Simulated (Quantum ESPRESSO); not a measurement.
pw.x input (Quantum ESPRESSO 7.5; PBE, PseudoDojo stringent norm-conserving files, scalar-relativistic):

```
&CONTROL
  calculation = 'scf'
  pseudo_dir = './pseudo'
  outdir = './out'
  tprnfor = .true.
  tstress = .true.
/
&SYSTEM
  ibrav = 0
  nat = 6
  ntyp = 2
  ecutwfc = 104.0
  ecutrho = 416.0
  occupations = 'smearing'
  smearing = 'fd'
  degauss = 0.002
  nbnd = 74
/
&ELECTRONS
  conv_thr = 6e-10
/
ATOMIC_SPECIES
Se 78.9710 Se.upf
W 183.8400 W.upf
CELL_PARAMETERS angstrom
  3.279951576501   0.000000000000   0.000000000000
 -1.639975788250   2.840521388432   0.000000000000
  0.000000000000   0.000000000000  12.781205666000
ATOMIC_POSITIONS crystal
Se   0.333333333000   0.666666667000   0.881838395600
Se   0.666666666333   0.333333333667   0.118161604400
Se   0.666666666333   0.333333333667   0.381838395600
Se   0.333333333000   0.666666667000   0.618161604400
W   0.666666666333   0.333333333667   0.750000000000
W   0.333333333000   0.666666667000   0.250000000000
K_POINTS automatic
9 9 2 0 0 0
```

End of the output:

```

[...]
     the Fermi energy is    14.8532 ev
!    total energy              =   -3009.74733830 Ry
     estimated scf accuracy    <          4.4E-11 Ry
     smearing contrib. (-TS)   =      -0.00000000 Ry
     internal energy E=F+TS    =   -3009.74733830 Ry
     The total energy is F=E-TS. E is the sum of the following terms:
     one-electron contribution =   -2397.77030053 Ry
     hartree contribution      =    1125.02311066 Ry
     xc contribution           =    -297.26762833 Ry
     ewald contribution        =   -1439.73252010 Ry
     convergence has been achieved in   9 iterations
     Forces acting on atoms (cartesian axes, Ry/au):
     atom    1 type  1   force =     0.00000000   -0.00000000   -0.00051281
     atom    2 type  1   force =     0.00000000    0.00000000    0.00051281
     atom    3 type  1   force =     0.00000000   -0.00000000   -0.00051281
     atom    4 type  1   force =    -0.00000000   -0.00000000    0.00051281
     atom    5 type  2   force =    -0.00000000   -0.00000000    0.00000000
     atom    6 type  2   force =     0.00000000   -0.00000000   -0.00000000
     Total force =     0.001026     Total SCF correction =     0.000094
     Computing stress (Cartesian axis) and pressure
          total   stress  (Ry/bohr**3)                   (kbar)     P=       39.74
   0.00026767  -0.00000000   0.00000000           39.38       -0.00        0.00
  -0.00000000   0.00026767   0.00000000           -0.00       39.38        0.00
  -0.00000000  -0.00000000   0.00027512           -0.00       -0.00       40.47
```
In a gapped system the printed Fermi energy is only some level inside the gap.

Spin-orbit coupling is not included.

Geometry relaxed with PBE+D3(BJ).
